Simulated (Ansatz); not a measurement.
# Does relaxation matter for the field gradients of SnSe?

Start: a computed structure from the Materials Project (it need not be an observed phase).

```cif
data_SnSe
_symmetry_space_group_name_H-M 'Pnma'
_symmetry_Int_Tables_number 62
_cell_length_a 11.6645
_cell_length_b 4.1263
_cell_length_c 4.7009
_cell_angle_alpha 90.000
_cell_angle_beta 90.000
_cell_angle_gamma 90.000
loop_
_atom_site_label
_atom_site_type_symbol
_atom_site_symmetry_multiplicity
_atom_site_Wyckoff_symbol
_atom_site_fract_x
_atom_site_fract_y
_atom_site_fract_z
Sn Sn 4 c 0.6188 0.7500 0.3766
Se Se 4 c 0.1486 0.2500 0.5092
```

One atom of each set is listed.

Method: Kohn–Sham DFT in Ansatz, r2SCAN, plane waves and PAW, scalar-relativistic, 500 eV cutoff, Γ-centred 3×8×7 k-points, Fermi–Dirac smearing 0.01 eV.

The largest force at the start is 0.038 eV/Å. Relaxing the ions at fixed cell moves them by 0.016 Å at most (atom 6, Se) and 0.016 Å rms. End positions:

Sn (0.6197, 0.7500, 0.3740)
Se (0.1479, 0.2500, 0.5122)

| site | moved (Å) | first shell before | first shell after | V_zz before (10²¹ V/m²) | η before |
| --- | --- | --- | --- | --- | --- |
| Sn | 0.016 | 3 Se at 2.77 Å | 3 Se at 2.76–2.77 Å | -11.90 | 0.34 |
| Se | 0.016 | 3 Sn at 2.77 Å | 3 Sn at 2.76–2.77 Å | -8.61 | 0.05 |

(1) How do the gradients change?

## Answers

(1) 

```
site  V_zz after  η after  change of V_zz
  Sn      -11.82     0.32           +0.08
  Se       -8.52     0.03           +0.09
```

The largest change of V_zz is on Se, from -8.61 to -8.52. In per cent, |V_zz| changes by -1 on Sn, -1 on Se (all sites that start above 0.5).

Without spin–orbit coupling (the program notes it for Sn) the gradients can shift somewhat, as the gap is small. With these PAW files V_zz is typically within 2 to 3 % of all-electron values, but misses above 10 % occur on Sn.
